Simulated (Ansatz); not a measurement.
MgO:
```
MgO
1.0
    3.25808     0.00000     0.00000
   -1.62904     2.82158     0.00000
    0.00000     0.00000    15.49679
Mg O
6 6
Direct
  0.33333   0.66667   0.64802
  0.33333   0.66667   0.97923
  0.00000   0.00000   0.81363
  0.00000   0.00000   0.48184
  0.00000   0.00000   0.14744
  0.66667   0.33333   0.31363
  0.33333   0.66667   0.85176
  0.33333   0.66667   0.52051
  0.00000   0.00000   0.01863
  0.00000   0.00000   0.68616
  0.00000   0.00000   0.35303
  0.66667   0.33333   0.18612
```

Relaxed with r²SCAN.

Question: Which orbitals make up the states near the band edges in r²SCAN in the plane-wave PAW code Ansatz?

Answer: Top 1 eV of the valence band: O 2p 98 %. Bottom 1 eV of the conduction band: Mg 3s 64 %, O 2s 26 %, O 2p 8 %. Projections are on Löwdin-orthogonalised atomic valence shells; empty p or d shells of many metals are not among them.

Question: Tabulate the density of states.

Answer: States/eV per cell of 12 atoms, in 0.25 eV bins, energy from the valence-band maximum.

```
E (eV)  total   O 2p  Mg 3s  O 2s
------  -----  -----  -----  ----
-3.30    0.00   0.00   0.00  0.00
-3.05    1.41   1.20   0.18  0.01
-2.80    6.87   5.82   0.86  0.04
-2.55   14.77  12.53   1.77  0.14
-2.30   12.12  10.29   1.43  0.17
-2.05    7.35   6.32   0.75  0.12
-1.80    3.92   3.39   0.37  0.08
-1.55    7.94   7.25   0.43  0.06
-1.30    9.56   8.98   0.28  0.05
-1.05   13.20  12.64   0.21  0.03
-0.80   17.23  16.69   0.13  0.02
-0.55   23.06  22.53   0.07  0.01
-0.30   23.56  23.13   0.02  0.01
-0.05    2.99   2.94   0.00  0.00
0.20     0.00   0.00   0.00  0.00
0.45     0.00   0.00   0.00  0.00
0.70     0.00   0.00   0.00  0.00
0.95     0.00   0.00   0.00  0.00
1.20     0.00   0.00   0.00  0.00
1.45     0.00   0.00   0.00  0.00
1.70     0.00   0.00   0.00  0.00
1.95     0.00   0.00   0.00  0.00
2.20     0.00   0.00   0.00  0.00
2.45     0.00   0.00   0.00  0.00
2.70     0.00   0.00   0.00  0.00
2.95     0.00   0.00   0.00  0.00
3.20     0.00   0.00   0.00  0.00
3.45     0.00   0.00   0.00  0.00
3.70     0.00   0.00   0.00  0.00
3.95     0.00   0.00   0.00  0.00
4.20     0.00   0.00   0.00  0.00
4.45     0.07   0.00   0.05  0.02
4.70     0.17   0.01   0.11  0.05
4.95     0.21   0.02   0.13  0.05
5.20     0.31   0.03   0.19  0.07
5.45     0.40   0.05   0.25  0.09
5.70     0.49   0.07   0.30  0.10
5.95     0.59   0.09   0.37  0.12
6.20     0.71   0.12   0.44  0.13
6.45     0.91   0.15   0.57  0.15
6.70     1.05   0.18   0.64  0.16
6.95     1.18   0.20   0.72  0.16
7.20     1.53   0.25   0.92  0.18
7.45     2.29   0.32   1.22  0.20
7.70     4.47   0.44   1.70  0.22
7.95     3.87   0.39   1.46  0.17
8.20     4.32   0.41   1.54  0.15
8.45     5.08   0.38   1.42  0.12
8.70     4.90   0.37   1.35  0.10
8.95     5.25   0.37   1.29  0.08
```

Space group P3m1. The first step of the workflow began from a Materials Project structure, measured or hypothetical; the Crystallography Open Database copy checked does not list it. It is not the phase usual at ambient conditions (space group No. 225). Symmetry was held in the r²SCAN relaxation; whether a distortion lowers the energy is not shown.

Potentials: the earlier of the program's two PAW sets.
